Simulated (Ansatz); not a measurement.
Phonons of YbS (CsCl-type structure)

Level of theory: DFT, PBEsol, scalar-relativistic, no spin polarisation; plane waves to 420 eV with PAW datasets (Ansatz 0.2.0), Gaussian smearing of 0.15 eV. The datasets are Ansatz's generated set soft_2.

```cif
data_structure
_symmetry_space_group_name_H-M 'P 1'
_symmetry_Int_Tables_number 1
_cell_length_a 3.3838
_cell_length_b 3.3838
_cell_length_c 3.3838
_cell_angle_alpha 90.000
_cell_angle_beta 90.000
_cell_angle_gamma 90.000
_cell_volume 38.75
loop_
_atom_site_label
_atom_site_type_symbol
_atom_site_fract_x
_atom_site_fract_y
_atom_site_fract_z
_atom_site_occupancy
Yb1 Yb 0.00000 0.00000 0.00000 1
S1 S 0.50000 0.50000 0.50000 1
```

The start was a prototype's sites filled with these elements. The Crystallography Open Database lists the compound in space group Fm-3m (rock salt), so this is a trial structure.

Force constants come from finite displacements in a 2×2×2 supercell (the unit cell's 10×10×10 k-mesh, folded to it); the long-range dipole term is not included. Points in reciprocal vectors of this cell: Γ = (0.000, 0.000, 0.000), X = (0.000, 0.500, 0.000), M = (0.500, 0.500, 0.000), R = (0.500, 0.500, 0.500).

Frequencies at the named points (cm⁻¹, imaginary ones negative):
| point | ω (cm⁻¹) |
| --- | --- |
| Γ | 0 0 0 129 129 129 |
| X | 23 23 126 126 131 266 |
| M | -94 11 99 99 237 237 |
| R | 101 101 101 241 241 241 |

(1) Is the structure dynamically stable along this path, and where does the spectrum end?

Answer:

(1) No: a branch is imaginary, down to 94i cm⁻¹ at M. The highest frequency is 266 cm⁻¹, at X. Points that don't fit the supercell are interpolated.

The crystal is a metal or nearly so; low and unstable modes depend on mesh and smearing.

Run time: 56 s on 4 threads of Arm Neoverse V2 (shared host), peak memory 1.5 GiB.

Without a U the 4f levels of Yb lie too near the Fermi level, so their share of the states there, and what hangs on it, is overstated. Spin–orbit coupling, which matters for such heavy elements, is left out. Spin polarisation wasn't allowed in this run, so with an open shell this may not be the ground state.
